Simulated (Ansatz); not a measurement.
# Property card for ZnNi

ZnNi:
```
ZnNi
1.0
    2.80671     0.00000     0.00000
    0.00000     2.80671     0.00000
    0.00000     0.00000     2.80671
Zn Ni
1 1
Direct
  0.50000   0.50000   0.50000
  0.00000   0.00000   0.00000
```

Space group Pm-3m (No. 221), CsCl type; conventional cell a = b = c = 2.8067 Å, α = β = γ = 90.00°.

Method: LDA (plane waves, PAW; program Ansatz). The cell and atoms are relaxed at this level. Other levels are named where they apply.

**Cell and energy**

```yaml
volume_per_atom: 11.06 Å³
density: 9.32 g/cm³
Formation energy from the elements (no fitted shifts): -0.28 eV/atom
```

**Electronic structure**

```yaml
electronic_character: metallic (no gap)
Density of states at the Fermi level: 0.61 states/eV per atom (mean over ±0.08 eV)
```

**Mechanics**

```yaml
Bulk modulus (Birch–Murnaghan fit): 191 GPa
Pressure derivative B′: 4.9
Elastic constants (relaxed ions, GPa): C11 = 175, C12 = 200, C44 = 131
mechanical_stability: unstable (C has a negative eigenvalue)
```

**Phonons**

```yaml
highest_zone_centre_frequency: 260 cm⁻¹
zone_centre_stability: no imaginary mode at Γ
```

The first step of the workflow began from a Materials Project structure, measured or hypothetical; the Crystallography Open Database files this formula in space group No. 221, but the cells were not matched. Its standing as an ambient phase is unchecked. The cell was relaxed with LDA under the symmetry of its start. No spin polarisation was allowed. As this level gives no gap, shear constants depend on the k-mesh and smearing (Fermi–Dirac, 0.1 eV here). As this level gives no gap, phonon frequencies hold no LO–TO term and depend on the k-mesh and smearing (Fermi–Dirac, 0.1 eV here). The references are the lowest solids computed at this level, not always the standard phases.

Potentials: the later of the program's two PAW sets.
